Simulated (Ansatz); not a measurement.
MgPt$_{3}$ (Cu3Au type, Pm-3m), DFT-PBEsol in the program Ansatz with PAW potentials, all energies at zero smearing, with the estimated change up to a 700 eV cutoff added, with one set of potentials and settings (totals compare only within such a set). Cell of 4 atoms (1 Mg, 3 Pt): -39065.789 eV.

```
element                reference phase  E (eV/atom)
-------  -----------------------------  -----------
Mg       P6_3/mmc, 2 atoms in the cell   -1912.0511
Pt          Fm-3m, 1 atoms in the cell  -12383.8180
```

Formation energy per atom, worked out: (-39065.789 − 1×(-1912.0511) − 3×(-12383.8180))/4 = -0.571 eV/atom (-55 kJ per mol of atoms), at 0 K, without zero-point energy or fitted corrections.

The workflow started from an entry of the Crystallography Open Database (COD); the relaxed space group is not among those it files for this formula. COD files the formula under space group No. 123, so this cell is another polymorph or a model. Whether it is the stable phase at ambient conditions was not checked. The PBEsol relaxation kept the symmetry of its start; of distortions, only those at the zone centre were tested. The run is not spin-polarised. The references are the lowest solids computed at this level, not always the standard phases. Scalar-relativistic: spin–orbit coupling is off unless named, which matters more the heavier the elements.

Potentials: the later of the program's two PAW sets.
